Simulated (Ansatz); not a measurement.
One stationary structure of HfO$_{2}$. All values below come from r2SCAN (plane waves to 500 eV, PAW, scalar-relativistic; Ansatz, a first-principles code).

```xyz
6
Lattice="4.8385 0.0000 0.0000 0.0000 4.8385 0.0000 0.0000 0.0000 3.2206" Properties=species:S:1:pos:R:3 pbc="T T T"
Hf     2.4193     2.4193     1.6103
Hf     0.0000     0.0000     0.0000
O      3.8954     3.8954     1.6103
O      1.4761     3.3624     0.0000
O      3.3624     1.4761     0.0000
O      0.9431     0.9431     1.6103
```

Task: Determine the symmetry and give the standard cell with its independent sites.

Result: Space group P4₂/mnm (No. 136); a = b = 4.8385 Å, c = 3.2206 Å, α = β = γ = 90.00°

```tsv
atom	site	symmetry	x	y	z
Hf	2a	m.mm	0.0000	0.0000	0.0000
O	4g	m.2m	0.1949	0.1949	0.5000
```

This is the rutile type.

Task: Give the shortest distances between elements (the closest pairs, up to four, under 3.6 Å).

Result: Hf–O 2.09 Å; O–O 2.67 Å; Hf–Hf 3.22 Å.

```json
{
  "volume_per_atom": "12.57 Å³",
  "band_gap": "4.53 eV, direct at Γ (no spin-orbit coupling)"
}
```

No spin polarisation in the result.

The run could not lose the symmetry of its start; a randomly shaken copy of 12 atoms returns to this structure.

The first start was generated by placing the elements on the sites of a structure type. Materials Project lists a structure of HfO2 in the same space group, P4₂/mnm (No. 136); the sites were not compared with it, nor with measured phases. Known forms of HfO2 include space group No. 14, 29, 137, 225.
